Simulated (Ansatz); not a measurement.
The elements of this relaxed trial crystal are hidden behind letters.

```
lattice vectors (Å)
   5.5022    0.0000    0.0000
   0.0000    5.5022    0.0000
   0.0000    0.0000    5.5022
fractional positions
X 0.5000 0.5000 0.5000
Z 0.0000 0.0000 0.0000
Q 0.0000 0.5000 0.5000
Q 0.5000 0.0000 0.5000
Q 0.5000 0.5000 0.0000
```

Computed with DFT PBE, scalar-relativistic, plane waves, PAW in Ansatz. Plane waves to 420 eV, an 8×8×8 mesh through Γ for the 5-atom cell and 0.10 eV Gaussian smearing; no spin polarisation.

```
Space group                              : Pm-3m (No. 221)
Conventional cell                        : a = 5.502 Å
Volume per atom                          : 33.32 Å³
Density                                  : 5.18 g/cm³
Energy over the elements                 : +0.22 eV/atom
Gap on the 8×8×8 mesh of the 5-atom cell : 0 eV (a metal)
```

Energies are uncorrected and count from the elements' standard states at the same level.

Q: X is an s-block element of period 3, Z is a d-block element of period 5 and Q is a p-block element of period 5. Which elements are they?

A: X = Mg, Z = Cd, Q = Te, so the formula is MgCdTe3, here in the cubic perovskite type. Density times volume gives a mean mass of 5.18 × 33.32/1.6605 = 103.9 u per atom, and this set has 103.9 u. Around Mg lie 6 Te at 2.75 Å; Cd has 12 Te at 3.89 Å; Te is surrounded by 2 Mg at 2.75 Å, 4 Cd at 3.89 Å and 8 Te at 3.89 Å. Other sets within the hints have nearly the same mass, so mass alone doesn't settle it; this one was computed.

These runs have no spin–orbit coupling, which can matter for Te. The cell is a metal run without spin; a magnetic state may lie lower. A structure relaxed within its symmetry needn't be a true minimum. Another cell of MgCdTe3 relaxed alike, in R32, lies 0.50 eV/atom lower, so this cell isn't the stable form at this level.
